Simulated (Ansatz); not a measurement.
## Profile along the Sn–O line in SnO2 (rutile)

SnO$_{2}$ (rutile)

```xyz
6
Lattice="4.8276 0.0000 0.0000 0.0000 4.8276 0.0000 0.0000 0.0000 3.2382" Properties=species:S:1:pos:R:3 pbc="T T T"
Sn     0.0000     0.0000     0.0000
Sn     2.4138     2.4138     1.6191
O      1.4800     1.4800     0.0000
O      3.8938     0.9338     1.6191
O      0.9338     3.8938     1.6191
O      3.3475     3.3475     0.0000
```

Fields along a shortest Sn–O line of a (-1 1 0) plane (2.09 Å), from Sn to O, interpolated on the slice's grid (step about 0.3 Å). Method: PBE (plane waves to 420 eV, PAW, scalar-relativistic; Ansatz, a quantum-chemistry and plane-wave program). k mesh 7×7×10. These are valence fields of a PAW run, semicore shells included where kept as valence: close to a nucleus they are smooth pseudo fields. SnO2 was relaxed with its symmetry unable to fall.

```tsv
distance from Sn (Å)	valence electron density (e/Å³)	electron localisation function
0.00	17.03	x
0.21	13.72	x
0.42	7.47	0.03
0.63	2.87	0.11
0.84	1.02	0.19
1.04	0.63	0.27
1.25	0.83	0.56
1.46	1.80	0.81
1.67	4.11	0.76
1.88	6.67	x
2.09	7.42	x
```

x: too close to a nucleus for the ELF to mean much.

Density on the Sn–O line (2.09 Å) at its density minimum, 1.1 Å from Sn: 0.63 e/Å³. ELF at that point: 0.32.
